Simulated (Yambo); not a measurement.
Excitons in LiMgBN2

```
LiMgBN2
1.0
   -1.90966     1.90966     4.44352
    1.90966    -1.90966     4.44352
    1.90966     1.90966    -4.44352
Li B N Mg
1 1 2 1
Cartesian
  1.90966   0.00000   2.22176
  0.00000   0.00000   4.44352
  0.00000   0.00000   5.78777
  0.00000   0.00000   3.09927
  0.00000   1.90966   2.22176
```

The geometry is that of Materials Project entry mp-1222299, symmetrised and not relaxed again.

BSE in Yambo on norm-conserving PBEsol (Quantum ESPRESSO, 84 Ry, no spin-orbit coupling) bands: 8×8×8 mesh, 6 valence and 4 conduction bands, static screening with 36 bands and a 3 Ry block, scissor 1.77 eV, Tamm-Dancoff; field along x.

```
state  energy (eV)  states within 2 meV  relative strength   class    main transitions
-----  -----------  -------------------  -----------------  ------  ------------------
1             4.23                    2               0.03    weak  several band pairs
2             4.74                    2               1.00  strong  several band pairs
3             4.78                    2               0.05    weak  several band pairs
4             4.82                    1             < 0.01    dark      VB → CB (95 %)
5             4.87                    1             < 0.01    dark      VB → CB (86 %)
6             4.90                    2               0.01    weak  several band pairs
7             4.92                    1             < 0.01    dark  several band pairs
8             4.93                    2               0.07    weak      VB → CB (60 %)
9             4.94                    2               0.26  strong  several band pairs
10            5.01                    1             < 0.01    dark   VB−1 → CB (100 %)
```

These are vertical excitations (zero momentum); the indirect quasiparticle gap, about 4.19 eV, is smaller than the direct one (5.16 eV on the GW mesh). The direct quasiparticle gap on this mesh is 5.16 eV; counted from there, state 1 is bound by 0.93 eV. Convergence with the mesh was not shown.

Spin singlets only. Strengths are relative to the strongest of the lowest states of this run; strong means a line over 3 % of the spectrum's maximum, dark under 0.03 %. Absolute energies carry the error of the G0W0 scissor, whose convergence isn't established; the long-wavelength screening was taken along (1,1,1) although the crystal is anisotropic.

The structure is a Materials Project entry; no match was found in the copy of COD used, and its stability was not checked.
